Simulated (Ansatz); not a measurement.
Space group P4_2/mnm (No. 136). a = 4.874 Å, b = 4.874 Å, c = 3.308 Å, α = 90.00°, β = 90.00°, γ = 90.00°
| atom | site | symmetry | x | y | z |
| --- | --- | --- | --- | --- | --- |
| Mn | 2a | m.mm | 0.0000 | 0.0000 | 0.0000 |
| F | 4f | m.2m | 0.3050 | 0.3050 | 0.0000 |

Equation of state of this MnF2 structure (not necessarily the ground state), with shape and atoms relaxed at each volume where symmetry leaves them free. Theory: DFT r2SCAN, scalar-relativistic, plane waves, PAW (Ansatz 0.2.0).

Plane waves to 500 eV, a k mesh through Γ of 6×6×8 on the computed 6-atom cell and Gaussian smearing (0.02 eV); collinear spin.

```csv
V (Å³/atom),E − E(largest V) (meV/atom),P (GPa),gap on mesh (eV)
12.311,3.24,6.85,1.64
12.704,-8.88,3.13,1.70
13.096,-12.62,0.00,1.78
13.489,-9.26,-2.63,1.86
13.882,0.00,-4.80,1.95
```

**Question.** Fit a third-order Birch–Murnaghan equation to E(V).

**Answer.** V0 = 13.10 Å³/atom, B0 = 96 GPa, B0' = 4.8.

The state reached may not be the lowest one. The program reads another magnetic order as possibly lower. Moments started parallel, and an antiferromagnetic order may lie lower.

Cost: 5 runs of about 18 core-minutes in all, on Arm Neoverse V1 (shared hosts).